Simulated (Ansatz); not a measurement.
An element in the bcc structure gives these cold pressures by all-electron LAPW under PBE (Ansatz 0.2.0, scalar-relativistic, no spin polarisation).

```tsv
V (Å³/atom)	P (GPa)
20.23	0.04
19.22	0.82
17.20	3.02
15.18	6.53
13.15	12.39
11.13	22.7
9.11	42.5
8.09	59.5
```

(1) Which element is it?

Results:

(1) Li. Its zero-pressure volume in this structure is near 20.2 Å³/atom; the volume and the steepness of P(V) together point to it, though neighbours can come close. This is the case that was computed; others weren't tested.
